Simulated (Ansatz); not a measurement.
According to PBEsol (plane waves, PAW; program Ansatz), BAs in the hexagonal phase (P6_422; B on 3c, As on 3d) relaxes to a = 3.429 Å, c = 7.403 Å. Against the elements it lies at 0.38 eV/atom, with no fitted shifts.

It is gapped at this level: 0.31 eV (indirect). The valence maximum lies at Γ and the conduction minimum at M (3 equivalent valleys). HSE06 on the same cell gives 0.90 eV. Gap from PBEsol with spin–orbit coupling: 0.30 eV. Electrons at the band edge weigh 0.19, 0.32, 0.32 mₑ (principal values). The hole mass is 0.20, 0.41, 0.41 mₑ (principal values).

An equation-of-state fit gives a bulk modulus of 147 GPa. The relaxed-ion elastic constants in GPa are C11 = 335, C12 = 39.9, C13 = 65.7, C33 = 313, C44 = 169. The elastic constants imply a Debye temperature near 722 K. Perturbation theory gives ε∞ = 15.2 (xx = yy), 17.3 (zz). Letting the ions move raises it to ε0 = 15.4 (xx = yy), 17.3 (zz). Born charges are B -0.25, As +0.25 e. Without the LO–TO term the highest mode at Γ lies at 664 cm⁻¹.

The start of the workflow was typed in or built on a structure type; neither database checked (COD, Materials Project) lists it. It is not the phase usual at ambient conditions (space group No. 216). Symmetry was held in the PBEsol relaxation; of distortions, only those at the zone centre were tested. Its formation energy is positive at this level, so the cell may be metastable or incomplete. The references are the lowest solids computed at this level, not always the standard phases. Spin–orbit coupling is left out wherever it is not named.

Potentials: the later of the program's two PAW sets.
